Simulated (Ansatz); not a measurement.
Sc:
```xyz
4
Lattice="3.2417 0.0000 0.0000 -1.6208 2.8074 0.0000 0.0000 0.0000 10.3612" Properties=species:S:1:pos:R:3 pbc="T T T"
Sc     0.0000     0.0000     0.0000
Sc     0.0000     0.0000     5.1806
Sc     0.0000     1.8716     2.5903
Sc     1.6208     0.9358     7.7709
```

Relaxed with PBEsol. Special points in fractions of this cell's reciprocal vectors: Γ (0.000, 0.000, 0.000); M (0.500, 0.000, 0.000); K (0.333, 0.333, 0.000); A (0.000, 0.000, 0.500); L (0.500, 0.000, 0.500); H (0.333, 0.333, 0.500).

Question: List the band energies nearest the Fermi level at these points for PBEsol in the plane-wave PAW code Ansatz.

Answer: In eV from the Fermi level; about four levels below and three above (degenerate sets whole), none deeper than 8.9 eV; points with the same levels are listed once.

| k | below | above |
|---|---|---|
| Γ | -5.25 -3.71 -3.70 -1.77 | 0.50 0.83 0.89 |
| M | -1.21 -0.53 -0.36 -0.35 | 0.24 0.87 1.31 |
| K | -0.50 -0.50 -0.32 -0.32 -0.17 | 0.29 0.56 0.56 |
| A | -4.83 -4.83 -2.37 -2.37 | 0.47 0.47 1.47 1.47 |
| L | -1.39 -1.39 -0.50 -0.50 | 0.03 0.03 1.27 1.27 |
| H | -0.49 -0.49 -0.40 -0.40 | 0.62 0.62 0.70 0.70 |

Space group P6_3/mmc (dhcp (α-La type)). The start of the workflow was typed in or built on a structure type. Its sites differ from those of the usual phase in this space group: another stacking or structure type. The cell was relaxed with PBEsol under the symmetry of its start; whether a distortion lowers the energy is not shown. No spin polarisation was allowed.

Potentials: the later of the program's two PAW sets.
